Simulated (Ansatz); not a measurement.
A geometry of PtSe$_{2}$ away from equilibrium: step 2 of the relaxation of a generated trial cell of PtSe2 in the baddeleyite structure type. These are PBE (plane waves to 420 eV, PAW, scalar-relativistic; Ansatz, an electronic-structure program) values and carry that method's errors. Γ-centred k-mesh 3×3×3 on the run's cell (coarser than for final values), Fermi–Dirac smearing 0.05 eV. The plane waves were selected for a different cell earlier on the path.

```
PtSe2
1.0
    6.26310     0.00000     0.03239
    0.00000     6.20068     0.00000
   -1.00412     0.00000     6.23638
Pt Se
4 8
Direct
  0.28595   0.02896   0.20398
  0.71405   0.52896   0.29602
  0.71405   0.97104   0.79602
  0.28595   0.47104   0.70398
  0.08239   0.33843   0.35849
  0.91761   0.83843   0.14151
  0.91761   0.66157   0.64151
  0.08239   0.16157   0.85849
  0.46475   0.76491   0.49387
  0.53525   0.26491   0.00613
  0.53525   0.23509   0.50613
  0.46475   0.73509   0.99387
```

Problem. What forces act on the atoms (eV/Å)?

Solution. 
```
atom     Fx     Fy     Fz
----  -----  -----  -----
Pt1    0.01  -0.38   0.34
Pt2   -0.01  -0.38  -0.34
Pt3   -0.01   0.38  -0.34
Pt4    0.01   0.38   0.34
Se5   -0.28  -0.05  -0.58
Se6    0.28  -0.05   0.58
Se7    0.28   0.05   0.58
Se8   -0.28   0.05  -0.58
Se9   -0.61  -0.02   0.03
Se10   0.61  -0.02  -0.03
Se11   0.61   0.02  -0.03
Se12  -0.61   0.02   0.03
```

The path ends in P2₁/c (No. 14). The relaxed cell holds bonded Se–Se pairs (2.45 Å). No spin polarisation in the result. Without a van der Waals term the distances between weakly bound units are poorly fixed.

The run could not lose the symmetry of its start, so the end can be a saddle point.

The end of the path is a generated cell of PtSe2: the first start was made by placing the elements on the sites of a structure type, and the end was not matched to a known phase here, so it may be hypothetical. Known forms of PtSe2 include space group No. 164.
